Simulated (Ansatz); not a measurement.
SiC (wurtzite)

```
CELL_PARAMETERS angstrom
      3.07530     0.00000     0.00000
     -1.53765     2.66329     0.00000
      0.00000     0.00000     5.04821
ATOMIC_POSITIONS crystal
  Si 0.66667 0.33333 0.00050
  Si 0.33333 0.66667 0.50050
  C  0.66667 0.33333 0.62470
  C  0.33333 0.66667 0.12470
```

Equation-of-state scan: isotropic scaling of the cell above, V₀ being its volume. The atoms relax within the cell's symmetry.

Calculation: r2SCAN (plane waves to 500 eV, PAW, scalar-relativistic; Ansatz, a program for electronic structure). k mesh 13×13×7 (Γ-centred), Fermi-Dirac smearing 0.05 eV. Stress and pressure are positive under compression. SiC was relaxed with its symmetry unable to fall.

At one point of the scan the stress tensor (GPa) is:

```
    7.4      0.0      0.0
    0.0      7.4      0.0
    0.0      0.0      7.2
```

### Question
Which point is it?
A) V/V₀ = 0.985
B) V/V₀ = 0.970
C) V/V₀ = 0.940
D) V/V₀ = 0.955

### Answer
B, V/V₀ = 0.970

(A scan under strain: stresses follow from slopes of the energy per volume, elastic moduli from its curvatures.)
